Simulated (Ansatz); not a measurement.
Geometry optimisation in Ansatz: input, command and trajectory.

```yaml
crystal:
  lattice:
    - [1.930206067, 1.1144049924, 8.9474842286]
    - [-1.930206067, 1.1144049924, 8.9474842286]
    - [0.0, -2.2288099847, 8.9474842286]
  atoms:
    - { symbol: Ge, position: [0.4, 0.4, 0.4] }
    - { symbol: Ge, position: [0.6, 0.6, 0.6] }
    - { symbol: Se, position: [0.0, 0.0, 0.0] }
    - { symbol: Se, position: [0.2095, 0.2095, 0.2095] }
    - { symbol: Se, position: [0.7905, 0.7905, 0.7905] }
basis:
  ecutwfc: 420
kpoints:
  mp_grid: { grid: [6, 6, 6] }
hamiltonian:
  xc: pbe
scf:
  occupations: { method: gaussian, width: 0.1 }
  lower_state_search: "off"
output:
  forces: true
  stress: true
  eigenvalues: true
relax:
  adjacent_minimum: "off"
  f_tol: 0.04
  max_steps: 70
  cell: { stress_tol: 0.4 }
```

```bash
ansatz run input.yaml --threads 1 --pin off --max-ram 2560MiB --backend cpu --events-out ev --progress --plain --runs-dir out
```

These are results of DFT PBE, scalar-relativistic, plane waves, PAW (Ansatz), not measurements.

Of 7 frames 7 are shown, positions in Å and forces in eV/Å; the SCF threshold varies from step to step. Steps run on the plane waves of an earlier cell, with a Pulay correction in the pressure. The basis is chosen afresh for the last frame, the zero of the energies, and at times for earlier ones too; energy and pressure step there, also at an unchanged geometry. The end is built of layers, and without a dispersion correction their distances are poorly fixed.

```xyz
5
Lattice="1.9302 1.1144 8.9475 -1.9302 1.1144 8.9475 0.0000 -2.2288 8.9475" Properties=species:S:1:pos:R:3:forces:R:3 pbc="T T T" step=1 free_energy_over_end_meV_per_atom=44.96 pressure_GPa=-3.10
Ge    0.0000    0.0000   10.7370    0.0000    0.0000    0.4249
Ge    0.0000    0.0000   16.1055    0.0000    0.0000   -0.4249
Se    0.0000    0.0000    0.0000    0.0000    0.0000    0.0000
Se    0.0000    0.0000    5.6235    0.0000    0.0000    0.8823
Se    0.0000    0.0000   21.2190    0.0000    0.0000   -0.8823
5
Lattice="1.9278 1.1130 8.6995 -1.9278 1.1130 8.6995 0.0000 -2.2260 8.6995" Properties=species:S:1:pos:R:3:forces:R:3 pbc="T T T" step=2 free_energy_over_end_meV_per_atom=15.39 pressure_GPa=0.82
Ge    0.0000    0.0000   10.4172    0.0000    0.0000   -0.4497
Ge    0.0000    0.0000   15.6813    0.0000    0.0000    0.4497
Se    0.0000    0.0000    0.0000    0.0000    0.0000    0.0000
Se    0.0000    0.0000    5.6570    0.0000    0.0000   -0.2783
Se    0.0000    0.0000   20.4415    0.0000    0.0000    0.2783
5
Lattice="1.9287 1.1135 9.0837 -1.9287 1.1135 9.0837 0.0000 -2.2271 9.0837" Properties=species:S:1:pos:R:3:forces:R:3 pbc="T T T" step=3 free_energy_over_end_meV_per_atom=6.36 pressure_GPa=-0.37
Ge    0.0000    0.0000   10.7283    0.0000    0.0000    0.2429
Ge    0.0000    0.0000   16.5229    0.0000    0.0000   -0.2429
Se    0.0000    0.0000    0.0000    0.0000    0.0000    0.0000
Se    0.0000    0.0000    6.0543    0.0000    0.0000    0.1338
Se    0.0000    0.0000   21.1969    0.0000    0.0000   -0.1338
5
Lattice="1.9142 1.1052 9.2780 -1.9142 1.1052 9.2780 0.0000 -2.2104 9.2780" Properties=species:S:1:pos:R:3:forces:R:3 pbc="T T T" step=4 free_energy_over_end_meV_per_atom=2.36 pressure_GPa=0.07
Ge    0.0000    0.0000   10.9540    0.0000    0.0000    0.0696
Ge    0.0000    0.0000   16.8801    0.0000    0.0000   -0.0696
Se    0.0000    0.0000    0.0000    0.0000    0.0000    0.0000
Se    0.0000    0.0000    6.2230    0.0000    0.0000    0.0119
Se    0.0000    0.0000   21.6110    0.0000    0.0000   -0.0119
5
Lattice="1.8984 1.0960 9.5808 -1.8984 1.0960 9.5808 0.0000 -2.1921 9.5808" Properties=species:S:1:pos:R:3:forces:R:3 pbc="T T T" step=5 free_energy_over_end_meV_per_atom=0.52 pressure_GPa=0.24
Ge    0.0000    0.0000   11.2949    0.0000    0.0000   -0.0531
Ge    0.0000    0.0000   17.4475    0.0000    0.0000    0.0531
Se    0.0000    0.0000    0.0000    0.0000    0.0000    0.0000
Se    0.0000    0.0000    6.4806    0.0000    0.0000   -0.0496
Se    0.0000    0.0000   22.2618    0.0000    0.0000    0.0496
5
Lattice="1.8960 1.0947 9.6898 -1.8960 1.0947 9.6898 0.0000 -2.1893 9.6898" Properties=species:S:1:pos:R:3:forces:R:3 pbc="T T T" step=6 free_energy_over_end_meV_per_atom=0.25 pressure_GPa=0.12
Ge    0.0000    0.0000   11.4083    0.0000    0.0000   -0.0152
Ge    0.0000    0.0000   17.6610    0.0000    0.0000    0.0152
Se    0.0000    0.0000    0.0000    0.0000    0.0000    0.0000
Se    0.0000    0.0000    6.5771    0.0000    0.0000   -0.0155
Se    0.0000    0.0000   22.4923    0.0000    0.0000    0.0155
5
Lattice="1.8960 1.0947 9.6898 -1.8960 1.0947 9.6898 0.0000 -2.1893 9.6898" Properties=species:S:1:pos:R:3:forces:R:3 pbc="T T T" step=7 free_energy_over_end_meV_per_atom=0.00 pressure_GPa=0.14
Ge    0.0000    0.0000   11.4083    0.0000    0.0000   -0.0152
Ge    0.0000    0.0000   17.6610    0.0000    0.0000    0.0152
Se    0.0000    0.0000    0.0000    0.0000    0.0000    0.0000
Se    0.0000    0.0000    6.5771    0.0000    0.0000   -0.0153
Se    0.0000    0.0000   22.4923    0.0000    0.0000    0.0153
```

The start puts this composition into another compound's structure type, which needn't suit it. At the end the space group is R-3m (tolerance 0.05 Å).

The run took 63 s on 1 thread of Intel(R) Xeon(R) Platinum 8488C (Sapphire Rapids), with other jobs on the host, peak memory 0.51 GiB.

The k mesh is coarse.